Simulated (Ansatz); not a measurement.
GaPt3 (Cu3Au type, space group No. 221), a = 3.9080 Å, b = 3.9080 Å, c = 3.9080 Å, α = 90.00°, β = 90.00°, γ = 90.00°.

Relaxed with r²SCAN.

Question: Tabulate the valence density and the electron localisation function along the shortest Pt–Pt contact (2.76 Å), the program Ansatz at the r²SCAN level (PAW).

Answer: 

```
distance from Pt (Å)  density (e/Å³)   ELF
--------------------  --------------  ----
0.28                           10.37  0.67
0.41                            8.38  0.67
0.55                            5.90  0.62
0.69                            3.55  0.53
0.83                            1.83  0.41
0.97                            0.93  0.31
1.11                            0.57  0.27
1.24                            0.43  0.29
1.38                            0.39  0.31
1.52                            0.43  0.29
1.66                            0.57  0.27
1.80                            0.93  0.31
1.93                            1.83  0.41
2.07                            3.55  0.53
2.21                            5.90  0.62
2.35                            8.38  0.67
2.49                           10.37  0.67
```

The density is the valence pseudo-density with augmentation charge, so density and ELF within about 1 Å of a nucleus are not all-electron values.

Space group Pm-3m (Cu3Au type). The first step of the workflow began from a Materials Project structure, measured or hypothetical; the Crystallography Open Database copy checked does not list it. COD files the formula under space group No. 127. Whether it is the stable phase at ambient conditions was not checked. The r²SCAN relaxation kept the symmetry of its start; its stability against distortions is not shown here. No spin polarisation was allowed. Scalar-relativistic: spin–orbit coupling is off unless named, which matters more the heavier the elements.

Potentials: the later of the program's two PAW sets.
